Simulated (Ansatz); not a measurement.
SiO$_{2}$ in space group Pn-3m (No. 224; Si on 2a, O on 4b) under volume change, PBEsol (plane waves, PAW; program Ansatz), scaled uniformly.

| V (Å³/atom) | E − E(relaxed) (meV/atom) | P (GPa) |
|---|---|---|
| 8.221 | 77.1 | 32.89 |
| 8.492 | 32.5 | 20.22 |
| 8.763 | 7.7 | 9.34 |
| 9.034 | 0.0 | 0.00 |
| 9.305 | 6.9 | -8.02 |
| 9.576 | 26.5 | -14.91 |
| 9.847 | 56.8 | -20.80 |

### Question
What does a third-order Birch–Murnaghan fit give for V₀, B₀ and B′?

### Answer
V₀ = 9.03 Å³/atom, B₀ = 288 GPa, B′ = 4.1.

The workflow started from a Materials Project entry (that database holds measured and hypothetical structures alike); the Crystallography Open Database copy checked does not list it. It is not the phase usual at ambient conditions (space group No. 92, 152, 154). The cell was relaxed with PBEsol under the symmetry of its start; its stability against distortions is not shown here.

Potentials: the earlier of the program's two PAW sets.
